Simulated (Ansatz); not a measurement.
KTaO₃, one structure, two calculations

Cell: a COD entry, whose atoms a relaxation with PBE at fixed cell left in place.

```cif
data_structure
_symmetry_space_group_name_H-M 'P 1'
_symmetry_Int_Tables_number 1
_cell_length_a 3.9883
_cell_length_b 3.9883
_cell_length_c 3.9883
_cell_angle_alpha 90.000
_cell_angle_beta 90.000
_cell_angle_gamma 90.000
_cell_volume 63.44
loop_
_atom_site_label
_atom_site_type_symbol
_atom_site_fract_x
_atom_site_fract_y
_atom_site_fract_z
_atom_site_occupancy
K1 K 0.50000 0.50000 0.50000 1
Ta2 Ta 0.00000 0.00000 0.00000 1
O3 O 0.50000 0.00000 0.00000 1
O4 O 0.00000 0.50000 0.00000 1
O5 O 0.00000 0.00000 0.50000 1
```

Atom numbers follow the list; atoms alike are taken as one site, whose name carries the number of the first.

First run. Method: Kohn–Sham DFT in Ansatz, PBE, plane waves and PAW, scalar-relativistic, 420 eV cutoff, Γ-centred 5×5×5 k-points, Fermi–Dirac smearing 0.02 eV.

```json
{"site": "O", "atom": "3", "V_zz (10²¹ V/m²)": "2.21", "η": "0.00"}
```

Second run. The same atoms and settings, except that the functional is r2SCAN and the cutoff is 500 eV.

Problem. What does the second run give?

Solution. 

```tsv
site	atom	V_zz	η	change of V_zz
O	3	2.48	0.00	+0.27
```

The largest change of V_zz is on O, from 2.21 to 2.48. In per cent, |V_zz| changes by +12 on O (all sites that start above 0.5). Sites without a gradient aren't listed.

Without spin–orbit coupling the gradients at and beside Ta can be off by some per cent, at some sites by more.
For the first run: At this cell the PBE pressure is 5 GPa, so with PBE the cell would grow if it were relaxed.
